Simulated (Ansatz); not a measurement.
Starting cell, CdSe (zinc blende):

```
CELL_PARAMETERS angstrom
      0.00000     6.19627     6.19627
      3.09814     0.00000     3.09814
      3.09814     3.09814     0.00000
ATOMIC_POSITIONS crystal
  Se 0.37500 0.75000 0.75000
  Se 0.87500 0.75000 0.75000
  Cd 0.00000 0.00000 0.00000
  Cd 0.50000 0.00000 0.00000
```

In each cell atom 2 (Se, nearest neighbour Cd at 2.683 Å; its periodic images, 4.4 Å or more away, move with it) moves by s·(0.707, 0.707, 0.000) (along Cartesian [110]), the rest being held.

Method: PBE (plane waves to 420 eV, PAW, scalar-relativistic; Ansatz, a first-principles code). k mesh 4×8×8 (Γ-centred), Fermi-Dirac smearing 0.05 eV. Energies are smeared free energies. CdSe was relaxed with its symmetry unable to fall. ΔE is measured from the undisplaced structure.

Q: Estimate the ΔE (eV/cell) for s (Å) = -0.432, -0.324, -0.216, 0.216, 0.324, 0.432.

A: 
```json
[
 {"s (Å)": "-0.432", "ΔE (eV/cell)": "0.477"},
 {"s (Å)": "-0.324", "ΔE (eV/cell)": "0.256"},
 {"s (Å)": "-0.216", "ΔE (eV/cell)": "0.110"},
 {"s (Å)": "0.216", "ΔE (eV/cell)": "0.110"},
 {"s (Å)": "0.324", "ΔE (eV/cell)": "0.256"},
 {"s (Å)": "0.432", "ΔE (eV/cell)": "0.477"}
]
```

(A displaced cell: forces are minus the slopes of the energy, force constants its curvatures, and phonons follow from these.)
